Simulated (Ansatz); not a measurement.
## Map of one atom of the cell for PbTe (rock salt)

PbTe (rock salt)

```
CELL_PARAMETERS angstrom
      0.00000     3.28451     3.28451
      3.28451     0.00000     3.28451
      3.28451     3.28451     0.00000
ATOMIC_POSITIONS crystal
  Te 0.00000 0.00000 0.00000
  Pb 0.50000 0.50000 0.50000
```

Two-dimensional scan of atom 2 (Pb, nearest neighbour Te at 3.285 Å; its periodic images, 4.6 Å or more away, move with it): u runs along (0.707, 0.707, 0.000), v along (0.000, 0.000, 1.000) (Cartesian). Cell and other atoms are fixed.

Computed with PBE (plane waves to 420 eV, PAW, scalar-relativistic; Ansatz, a program for electronic structure). k mesh 7×7×7 (Γ-centred), Fermi-Dirac smearing 0.05 eV. E stands for the smeared free energy. Fu and Fv are the components of the force on the atom. PbTe was relaxed with its symmetry unable to fall. Spin-orbit coupling is left out, though Pb and Te are heavy. ΔE is measured from the undisplaced structure. Axes are in Å.

ΔE (meV/cell), with u across and v down:

```tsv
v \ u	-0.490	-0.327	-0.163	0.000	0.163	0.327	0.490
-0.490	351	247	197	183	197	247	351
-0.327	203	97	53	43	53	97	203
-0.163	145	44	10	4	10	44	145
0.000	131	33	3	0	3	33	131
0.163	145	44	10	4	10	44	145
0.327	203	97	53	43	53	97	203
0.490	351	247	197	183	197	247	351
```

Fv (eV/Å), with u across and v down:

```
v \ u   -0.490  -0.327  -0.163  0.000  0.163  0.327  0.490
------  ------  ------  ------  -----  -----  -----  -----
-0.490    1.31    1.36    1.36   1.35   1.36   1.36   1.31
-0.327    0.57    0.55    0.49   0.47   0.49   0.55   0.57
-0.163    0.19    0.16    0.10   0.08   0.10   0.16   0.19
0.000     0.00    0.00    0.00   0.00   0.00   0.00   0.00
0.163    -0.19   -0.16   -0.10  -0.08  -0.10  -0.16  -0.19
0.327    -0.57   -0.55   -0.49  -0.47  -0.49  -0.55  -0.57
0.490    -1.31   -1.36   -1.36  -1.35  -1.36  -1.36  -1.31
```

Key numbers:

```
Item                                                                                                                                                                       Result
------------------------------------------------------  -------------------------------------------------------------------------------------------------------------------------
Lowest place on the grid                                                                                                                    u = 0.000 Å, v = 0.000 Å (0 meV/cell)
Highest place on the grid, met at several equal points  u = -0.490 Å, v = -0.490 Å; u = 0.490 Å, v = -0.490 Å; u = -0.490 Å, v = 0.490 Å; u = 0.490 Å, v = 0.490 Å (351 meV/cell)
```

(For displaced atoms, the force is minus the slope of the energy, and its curvature is a force constant, which sets phonon frequencies.)
